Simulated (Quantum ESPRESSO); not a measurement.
**Kohn-Sham bands of Se (P3₁21)**

```yaml
crystal:
  lattice:
    - [4.50482, 0.00000, 0.00000]
    - [-2.25241, 3.90129, 0.00000]
    - [0.00000, 0.00000, 4.97880]
  atoms:
    - { symbol: Se, position: [0.21789, 0.00000, 0.33333] }
    - { symbol: Se, position: [0.00000, 0.21789, 0.66667] }
    - { symbol: Se, position: [0.78211, 0.78211, 0.00000] }
```

Structure: Materials Project mp-14, symmetrised, not relaxed again. COD (Crystallography Open Database) has the formula in 4 space groups, this one among them (matched by group alone). Level: PBEsol, spinors with spin-orbit coupling; pw.x of Quantum ESPRESSO at 69 Ry with PseudoDojo potentials, 6×6×4 k-points, Wannier90. Density: 12×12×6 mesh, cold smearing 0.01 Ry. The cell is built of weakly bound layers, chains or molecules, whose nearest atoms lie 3.56 Å apart. Database cells relaxed without dispersion often hold them too far apart, which can enlarge gaps and weakens couplings between them; spacing and stacking were not compared with the measured crystal.

The lattice is scaled uniformly by ε, fractional positions fixed (axis ratios and free coordinates are held, so this isn't the response to pressure); Kohn-Sham values from pw.x, the row at -1.0 % withheld:

| ε (%) | gap (eV) | width of the top valence group (eV) | direct gap at Γ (eV) | direct gap at K (eV) |
|---|---|---|---|---|
| -2.0 | 1.083 | 6.103 | 2.390 | 4.558 |
| -1.0 | ? | ? | ? | ? |
| 0.0 | 1.020 | 5.668 | 2.232 | 4.227 |
| 1.0 | 0.991 | 5.465 | 2.156 | 4.066 |
| 2.0 | 0.963 | 5.270 | 2.083 | 3.909 |

Q: Fit y = y₀ + bε + cε² to the rows at -2.0, 0 and 2.0 %, check it on the fourth row, and predict the withheld one.

A: 
- gap (eV): b = (0.963 − 1.083)/4 = -0.0300, c = (0.963 + 1.083 − 2×1.020)/8 = 0.00075. Check at 1.0 %: 0.991 for 0.991. Prediction 1.051; the run gives 1.051.
- width of the top valence group (eV): b = (5.270 − 6.103)/4 = -0.2083, c = (5.270 + 6.103 − 2×5.668)/8 = 0.00462. Check at 1.0 %: 5.464 for 5.465. Prediction 5.881; the run gives 5.881.
- direct gap at Γ (eV): b = (2.083 − 2.390)/4 = -0.0767, c = (2.083 + 2.390 − 2×2.232)/8 = 0.00113. Check at 1.0 %: 2.156 for 2.156. Prediction 2.310; the run gives 2.310.
- direct gap at K (eV): b = (3.909 − 4.558)/4 = -0.1623, c = (3.909 + 4.558 − 2×4.227)/8 = 0.00162. Check at 1.0 %: 4.066 for 4.066. Prediction 4.391; the run gives 4.391.
